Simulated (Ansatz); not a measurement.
Values for one crystal, relaxed and computed with plane-wave PAW r²SCAN (Ansatz code); other levels are named.

* **Volume per atom**: 14.39 Å³
* **Electronic character**: metallic (no gap)
* **Pressure derivative B′**: 4.3
* **Formation energy from the elements (no fitted shifts)**: 0.16 eV/atom
* **Gap with spin–orbit coupling**: none (metallic)
* **Density of states at the Fermi level**: 0.88 states/eV per atom (mean over ±0.08 eV)
* **Bulk modulus (Birch–Murnaghan fit)**: 228 GPa

### Question
Which of these materials gives this?
(A) MoS2, fluorite
(B) BAs, P-6m2 (B on 1a, As on 1f)
(C) WS, P-6m2 (W on 1a, S on 1d)
(D) GeOs, P-6m2 (Os on 1a, Ge on 1f)

### Answer
C, WS, P-6m2 (W on 1a, S on 1d)

The start of the workflow was typed in or built on a structure type; neither database checked (COD, Materials Project) lists it. Its standing as an ambient phase is unchecked. The cell was relaxed with r²SCAN under the symmetry of its start; its stability against distortions is not shown here. The workflow began spin-polarised and lost its moments. Its formation energy is positive at this level, so the cell may be metastable or incomplete. The references are the lowest solids computed at this level, not always the standard phases. Scalar-relativistic: spin–orbit coupling is off unless named, which matters more the heavier the elements.

Potentials: the earlier of the program's two PAW sets.
